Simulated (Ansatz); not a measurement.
WC:
```cif
data_CW
_chemical_formula_sum 'W1 C1'
_space_group_name_H-M_alt 'P 1'
_space_group_IT_number 1
_cell_length_a 2.70428
_cell_length_b 2.70428
_cell_length_c 2.70428
_cell_angle_alpha 90.000
_cell_angle_beta 90.000
_cell_angle_gamma 90.000
loop_
_space_group_symop_operation_xyz
  'x, y, z'
loop_
_atom_site_label
_atom_site_type_symbol
_atom_site_fract_x
_atom_site_fract_y
_atom_site_fract_z
_atom_site_occupancy
W1 W 0.00000 0.00000 0.00000 1
C1 C 0.50000 0.50000 0.50000 1
```

This is the PBEsol-relaxed structure.

All from DFT-PBEsol in the program Ansatz with PAW potentials, unless another level is named. Predict the Poisson's ratio.

0.23.

And the elastic constants (relaxed ions, GPa)?

C11 = 999, C12 = 84.8, C44 = 172.

Predict the highest zone-centre frequency.

5.98 THz.

Space group Pm-3m (CsCl type). A made-up cell: these elements were put on the sites of a structure type; neither database checked (COD, Materials Project) lists it. It is not the phase usual at ambient conditions (space group No. 187). Symmetry was held in the PBEsol relaxation; whether a distortion lowers the energy is not shown. No spin polarisation was allowed. As this level gives no gap, shear constants depend on the k-mesh and smearing (Fermi–Dirac, 0.1 eV here). As this level gives no gap, phonon frequencies hold no LO–TO term and depend on the k-mesh and smearing (Fermi–Dirac, 0.1 eV here). Spin–orbit coupling is left out wherever it is not named.

Potentials: the earlier of the program's two PAW sets. The files were generated under PBE; for other functionals the program regenerates the frozen cores, and for LDA and PBEsol the local potential too.
